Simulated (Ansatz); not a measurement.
## Cs$_{2}$Pd$_{3}$Se$_{4}$: computed property card

Cs₂Pd₃Se₄:
```
Cs2Pd3Se4
1.0
    0.00000     5.57972     7.28120
    3.27672     0.00000     7.28120
    3.27672     5.57972     0.00000
Cs Pd Se
2 3 4
Direct
  0.65449   0.65449   0.34551
  0.34551   0.34551   0.65449
  0.00000   0.00000   0.00000
  0.50000   0.50000   0.00000
  0.00000   0.00000   0.50000
  0.72135   0.05688   0.94312
  0.27865   0.94312   0.05688
  0.05688   0.72135   0.27865
  0.94312   0.27865   0.72135
```

Space group Fmmm (No. 69); conventional cell a = 6.553 Å, b = 11.159 Å, c = 14.562 Å, α = β = γ = 90.00°.

Method: plane-wave PAW r²SCAN (Ansatz code). Structure relaxed to zero pressure with the same functional. Other levels are named where they apply.

**Cell and energy**

Volume per atom: 29.58 Å³
Density: 5.62 g/cm³
Formation energy from the elements (no fitted shifts): -0.87 eV/atom

**Electronic structure**

- Band gap = 1.23 eV (indirect)
- Valence-band maximum = on the Γ–Σ0 line, 92 % of the way from Γ (k = 0.000, 0.354, 0.354 in fractions of the reciprocal vectors)
- Conduction-band minimum = on the A0–Z line, 27 % of the way from A0 (k = 0.495, 0.292, -0.208 in fractions of the reciprocal vectors) (4 equivalent valleys)
- Smallest direct gap on the standard path = 1.38 eV
- Electron effective mass = 0.44, 1.5, 2.7 mₑ (principal values)
- Hole effective mass = 0.87, 2.0, 5.3 mₑ (principal values)
- HSE06 gap on the r²SCAN cell = 1.83 eV
- Gap with spin–orbit coupling = 1.23 eV

**Mechanics**

- Bulk modulus (Birch–Murnaghan fit): 16.6 GPa
- Pressure derivative B′: 9.2

The first step of the workflow began from a Materials Project structure, measured or hypothetical; the Crystallography Open Database copy checked does not list it. Whether it is the stable phase at ambient conditions was not checked. The cell was relaxed with r²SCAN under the symmetry of its start; whether a distortion lowers the energy is not shown. The run is not spin-polarised. The references are the lowest solids computed at this level, not always the standard phases. Spin–orbit coupling is left out wherever it is not named.

Potentials: the later of the program's two PAW sets.
